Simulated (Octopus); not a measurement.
MoS₂ (P63/mmc, No. 194):
```
MoS2
1.0
    3.19224     0.00000     0.00000
   -1.59612     2.76456     0.00000
    0.00000     0.00000    13.37829
Mo S
2 4
Direct
  0.66667   0.33333   0.25000
  0.33333   0.66667   0.75000
  0.66667   0.33333   0.63308
  0.33333   0.66667   0.36692
  0.33333   0.66667   0.13308
  0.66667   0.33333   0.86692
```
The cell is a database entry, not relaxed again. Its spacing of the layers comes from a density-functional relaxation and may be several per cent too wide, which shifts gaps by tenths of an eV.

All numbers are Octopus results at the level LDA (grid spacing about 0.16 Å, Γ-centred 12×12×2 k-mesh, no spin polarisation; PseudoDojo 0.4 LDA potentials), not measurements.

Energies in eV against the valence band top; 52 electrons a cell outside the pseudopotentials' cores.

```tsv
k-point (reduced)	band 22	band 23	band 24	band 25	band 26	band 27	band 28	band 29
Γ (0.000, 0.000, 0.000)	-1.93	-1.93	-1.45	-0.79	0.00	2.29	2.29	2.30
M (0.500, 0.000, 0.000)	-2.23	-1.43	-1.36	-1.09	-1.05	1.75	1.77	2.19
K (0.333, 0.333, 0.000)	-3.33	-2.50	-2.50	-0.50	-0.43	1.19	1.19	2.28
A (0.000, 0.000, 0.500)	-1.93	-1.93	-1.93	-0.25	-0.25	2.30	2.30	2.30
L (0.500, 0.000, 0.500)	-2.28	-1.40	-1.40	-1.07	-1.07	1.76	1.76	2.26
H (0.333, 0.333, 0.500)	-3.25	-2.54	-2.54	-0.47	-0.47	1.19	1.19	2.54
```
